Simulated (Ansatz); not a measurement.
**Kick along a soft mode, then relaxed in Na2AgSbF6**

All numbers below come from Ansatz, DFT PBEsol, scalar-relativistic, plane waves, PAW. The runs took a 420 eV cutoff, a Γ-centred 6×6×6 mesh and Gaussian smearing (0.05 eV). No spin polarisation. Energies are free energies at this smearing, counted from the undisturbed cell; pressure is positive in compression.

The undisturbed cell (relaxed at this level; it needn't be the usual structure):

```xyz
10
Lattice="0.0000 4.5020 4.5020 4.5020 0.0000 4.5020 4.5020 4.5020 0.0000" Properties=species:S:1:pos:R:3 pbc="T T T"
Na    6.7530    6.7530    6.7530
Na    2.2510    2.2510    2.2510
Ag    4.5020    4.5020    4.5020
Sb    0.0000    0.0000    0.0000
F     2.1586    4.5020    4.5020
F     4.5020    4.5020    2.1586
F     6.8453    4.5020    4.5020
F     4.5020    2.1586    4.5020
F     4.5020    6.8453    4.5020
F     4.5020    4.5020    6.8453
```

The atoms are moved along a zone-centre mode of 126i cm⁻¹ (Å):

| atom | ux | uy | uz |
| --- | --- | --- | --- |
| Na1 | 0.000 | 0.000 | 0.000 |
| Na2 | 0.000 | 0.000 | 0.000 |
| Ag3 | 0.000 | 0.000 | 0.000 |
| Sb4 | 0.000 | 0.000 | 0.000 |
| F5 | 0.000 | -0.150 | 0.000 |
| F6 | 0.000 | 0.000 | 0.000 |
| F7 | 0.000 | 0.150 | 0.000 |
| F8 | 0.150 | 0.000 | 0.000 |
| F9 | -0.150 | 0.000 | 0.000 |
| F10 | 0.000 | 0.000 | 0.000 |

Cell and atoms are then relaxed.

**Question.** Does the relaxation return to the undisturbed structure?

**Answer.** No. It ends 89.2 meV/atom below it. The final space group reads I4/m (tolerance 0.01 Å) and the volume changes by -8.67 %.

Final structure:

```
Na Ag Sb F
1.0
     0.00000    4.37513    4.35362
     4.37513    0.00000    4.35362
     4.37513    4.37513    0.00000
Na Ag Sb F
2 1 1 6
Direct
  0.75000 0.75000 0.75000
  0.25000 0.25000 0.25000
  0.50000 0.50000 0.50000
  0.00000 0.00000 0.00000
  0.67235 0.32765 0.13173
  0.24650 0.24650 0.75350
  0.32765 0.67235 0.86827
  0.13173 0.86827 0.32765
  0.86827 0.13173 0.67235
  0.75350 0.75350 0.24650
```

The relaxation, step by step (energy from the first step; small jumps at an unchanged geometry come where the plane waves are selected anew for the new cell):

| step | ΔE (meV/atom) | largest force component (eV/Å) | pressure (GPa) |
| --- | --- | --- | --- |
| 1 | 0.0 | 0.158 | -0.23 |
| 2 | -7.6 | 0.243 | -0.13 |
| 3 | -32.6 | 0.349 | -0.45 |
| 4 | -61.1 | 0.288 | -1.11 |
| 5 | -84.9 | 0.176 | 0.39 |
| 6 | -74.0 | 0.541 | -1.67 |
| 7 | -87.0 | 0.092 | 0.23 |
| 8 | -86.4 | 0.083 | -0.05 |
| 9 | -86.8 | 0.006 | 0.00 |
| 10 | -84.2 | 0.006 | -0.33 |
| 11 | -84.7 | 0.001 | 0.02 |
| 12 | -84.3 | 0.001 | -0.03 |

Cost: 1 run of about 4.5 core-minutes, on Arm Neoverse V1 (shared hosts).